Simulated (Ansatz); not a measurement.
Cs (bcc (W type), Im-3m) under volume change, DFT-PBE in the program Ansatz with PAW potentials, scaled uniformly.

```tsv
V (Å³/atom)	E − E(relaxed) (meV/atom)	P (GPa)
106.506	6.6	0.21
110.018	2.8	0.13
113.529	0.7	0.06
117.040	0.0	0.00
120.551	0.6	-0.05
124.062	2.3	-0.10
127.574	5.0	-0.14
```

Question: What does a third-order Birch–Murnaghan fit give for V₀, B₀ and B′?

Answer: V₀ = 117.05 Å³/atom, B₀ = 1.9 GPa, B′ = 3.4.

The PBE relaxation kept the symmetry of its start. Scalar-relativistic: spin–orbit coupling is off unless named, which matters more the heavier the elements.

Potentials: the earlier of the program's two PAW sets.
